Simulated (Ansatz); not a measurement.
Values for one crystal, relaxed and computed with DFT-r²SCAN in the program Ansatz with PAW potentials; other levels are named.

* **Volume per atom**: 11.37 Å³
* **Band gap**: 2.35 eV (direct)
* **Static dielectric constant ε0 (ions relaxed, cell fixed)**: 9.56 (xx = yy), 10.6 (zz)
* **Electron effective mass with spin–orbit coupling**: 0.17, 0.19, 0.19 mₑ (principal values)
* **Gap with spin–orbit coupling**: 2.35 eV
* **Hill bulk and shear moduli**: 197 and 114 GPa
* **Poisson's ratio**: 0.26

### Question
Which compound is it?
A. BP, zinc blende
B. PbSe, rock salt
C. GaP, zinc blende
D. GaN, wurtzite

### Answer
D, GaN, wurtzite

Space group P6_3mc (wurtzite). The r²SCAN relaxation kept the symmetry of its start; phonons on a q-mesh show no instability. Scalar-relativistic: spin–orbit coupling is off unless named, which matters more the heavier the elements.

Potentials: the later of the program's two PAW sets.
